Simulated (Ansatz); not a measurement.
Data sheet: LaP (DFT)

LaP (rock salt, space group No. 225), a = 6.0726 Å, b = 6.0726 Å, c = 6.0726 Å, α = 90.00°, β = 90.00°, γ = 90.00°; the cell used has 2 atoms.

Space group Fm-3m (No. 225), rock salt; conventional cell a = b = c = 6.073 Å, α = β = γ = 90.00°.

Method: r²SCAN in the plane-wave PAW code Ansatz. The cell and atoms are relaxed at this level. Other levels are named where they apply.

**Cell and energy**

```
Item                                                           Value
-----------------------------------------------------  -------------
Volume per atom                                             27.99 Å³
Density                                                   5.04 g/cm³
Formation energy from the elements (no fitted shifts)  -1.82 eV/atom
```

**Electronic structure**

```
Property                                                                                                                  Result
---------------------------------------------------------------------  ---------------------------------------------------------
Band gap                                                                                                      0.11 eV (indirect)
Valence-band maximum                                                                                                        at Γ
Conduction-band minimum                                                                              at X (3 equivalent valleys)
Smallest direct gap on the standard path                                                                                 0.35 eV
Electron effective mass                                                                  0.087, 0.087, 1.4 mₑ (principal values)
Electron effective mass with spin–orbit coupling                                         0.081, 0.081, 1.4 mₑ (principal values)
Hole effective mass, band 1 of 3 at the edge                           0.89 along [100], 0.89 along [110], 0.35 along [111] (mₑ)
Hole effective mass, band 2 of 3 at the edge                           0.89 along [100], 0.27 along [110], 0.35 along [111] (mₑ)
Hole effective mass, band 3 of 3 at the edge                           0.13 along [100], 0.20 along [110], 0.24 along [111] (mₑ)
Hole effective mass with spin–orbit coupling, band 1 of 2 at the edge  0.92 along [100], 0.46 along [110], 0.34 along [111] (mₑ)
Hole effective mass with spin–orbit coupling, band 2 of 2 at the edge  0.18 along [100], 0.22 along [110], 0.26 along [111] (mₑ)
HSE06 gap on the r²SCAN cell                                                                                             0.15 eV
Gap with spin–orbit coupling                                                                                             0.07 eV
```

**Mechanics**

```
Property                               Value
----------------------------------  --------
Bulk modulus (Birch–Murnaghan fit)  76.2 GPa
Pressure derivative B′                   4.0
```

**Charges**

```
Property                    Result
-------------  -------------------
Bader charges  P -1.73, La +1.73 e
```

The workflow started from an entry of the Crystallography Open Database (COD). Its standing as an ambient phase is unchecked. Symmetry was held in the r²SCAN relaxation; whether a distortion lowers the energy is not shown. The references are the lowest solids computed at this level, not always the standard phases. Spin–orbit coupling is left out wherever it is not named.

Potentials: the later of the program's two PAW sets.
